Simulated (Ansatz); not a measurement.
# Computed properties of Mg2H6Ru

Mg2H6Ru:
```
Mg2H6Ru
1.0
    0.00000     3.25867     3.25867
    3.25867     0.00000     3.25867
    3.25867     3.25867     0.00000
Mg H Ru
2 6 1
Direct
  0.75000   0.75000   0.75000
  0.25000   0.25000   0.25000
  0.74413   0.74413   0.25587
  0.25587   0.25587   0.74413
  0.25587   0.74413   0.74413
  0.74413   0.25587   0.25587
  0.74413   0.25587   0.74413
  0.25587   0.74413   0.25587
  0.00000   0.00000   0.00000
```

Space group Fm-3m (No. 225); conventional cell a = b = c = 6.5173 Å, α = β = γ = 90.00°.

Method: the program Ansatz at the LDA level (PAW). Structure relaxed to zero pressure with the same functional. Other levels are named where they apply.

Cell and energy:

| Item | Value |
|---|---|
| Volume per atom | 7.69 Å³ |
| Density | 3.74 g/cm³ |
| Formation energy from the elements (no fitted shifts) | -0.46 eV/atom |

Electronic structure:

| Property | Value |
|---|---|
| Band gap | 2.99 eV (smallest direct gap 2.99 eV) |
| Valence-band maximum | at W |
| Conduction-band minimum | on the Γ–X line, 89 % of the way from Γ (6 equivalent valleys) |
| Electron effective mass | 0.47, 0.47, 5.1 mₑ (principal values) |
| Weight of the conduction-edge state by species (Voronoi cells) | H 54 %, Ru 42 %, Mg 4 % |
| Weight of the valence-edge state by species (Voronoi cells) | Ru 66 %, H 31 %, Mg 4 % |

Mechanics:

| Quantity | Value |
|---|---|
| Bulk modulus (Birch–Murnaghan fit) | 85.1 GPa |
| Pressure derivative B′ | 4.0 |
| Elastic constants (relaxed ions, GPa) | C11 = 161, C12 = 47.2, C44 = 58.4 |
| Mechanical stability | stable (all eigenvalues of C positive) |
| Hill bulk and shear moduli | 85.0 and 57.8 GPa |
| Young's modulus | 141 GPa |
| Poisson's ratio | 0.22 |
| Debye temperature from the elastic constants | 656 K |

Dielectric response:

| Property | Result |
|---|---|
| Electronic dielectric constant ε∞ (DFPT) | 5.57 |
| Static dielectric constant ε0 (ions relaxed, cell fixed) | 17.1 |
| Born charges (a third of the trace) | Mg +2.13, H -0.12, Ru -3.56 e |

Phonons:

| Quantity | Value |
|---|---|
| Highest zone-centre frequency (without LO–TO term) | 2011 cm⁻¹ |
| Zone-centre stability | no imaginary mode at Γ |
| Dynamical stability on the path | stable (no imaginary branch) |
| Zero-point energy | 146.3 meV/atom |
| Vibrational entropy at 300 K | 12.0 J/(K·mol of atoms) |

The workflow started from a Materials Project entry (that database holds measured and hypothetical structures alike); the Crystallography Open Database copy checked does not list it. Whether it is the stable phase at ambient conditions was not checked. The cell was relaxed with LDA under the symmetry of its start. The run is not spin-polarised. The references are the lowest solids computed at this level, not always the standard phases (solids in place of the gases). Spin–orbit coupling is left out wherever it is not named.

Potentials: the later of the program's two PAW sets.
